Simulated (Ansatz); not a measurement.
## Frozen normal mode in BaSrInSbO6

Theory: DFT PBE, scalar-relativistic, plane waves, PAW (Ansatz 0.2.0). The runs took a 420 eV cutoff, a Γ-centred 6×6×6 mesh and Gaussian smearing (0.05 eV). No spin polarisation. Energies are free energies at this smearing, counted from the undisturbed cell; pressure is positive in compression.

The undisturbed cell (relaxed at this level; it needn't be the usual structure):

```yaml
crystal:
  lattice:
    - [0.00000, 4.15649, 4.15649]
    - [4.15649, 0.00000, 4.15649]
    - [4.15649, 4.15649, 0.00000]
  atoms:
    - { symbol: Ba, position: [0.25000, 0.25000, 0.25000] }
    - { symbol: Sr, position: [0.75000, 0.75000, 0.75000] }
    - { symbol: In, position: [0.00000, 0.00000, 0.00000] }
    - { symbol: Sb, position: [0.50000, 0.50000, 0.50000] }
    - { symbol: O, position: [0.74081, 0.25919, 0.25919] }
    - { symbol: O, position: [0.25919, 0.74081, 0.74081] }
    - { symbol: O, position: [0.74081, 0.74081, 0.25919] }
    - { symbol: O, position: [0.25919, 0.25919, 0.74081] }
    - { symbol: O, position: [0.25919, 0.74081, 0.25919] }
    - { symbol: O, position: [0.74081, 0.25919, 0.74081] }
```

A zone-centre mode of this cell is frozen in: each atom moves by x times its row below, so x is the largest displacement.
```
atom ux uy uz
 Ba1   0.000   0.000   0.000
 Sr2   0.000   0.000   0.000
 In3   0.000   0.000   0.000
 Sb4   0.000   0.000   0.000
  O5   0.000   0.000   0.790
  O6   0.000  -0.433  -0.901
  O7   0.846   0.217   0.000
  O8  -0.846   0.217   0.000
  O9  -0.217   0.000   0.055
 O10   0.217   0.000   0.055
```

| x (Å) | ΔE (meV/cell) |
| --- | --- |
| -0.2600 | -105.1 |
| -0.1300 | -32.3 |
| 0.0000 | 0.0 |
| 0.1950 | -66.8 |

Problem. Predict the force along the mode (eV/Å) at each point.

Solution.
```csv
x (Å),force along the mode (eV/Å)
-0.2600,-0.57
-0.1300,-0.46
0.0000,0.00
0.1950,0.58
```

Cost: 4 runs of about 5.5 core-minutes in all, on Intel Xeon Platinum 8259CL (Skylake/Cascade Lake) (shared hosts).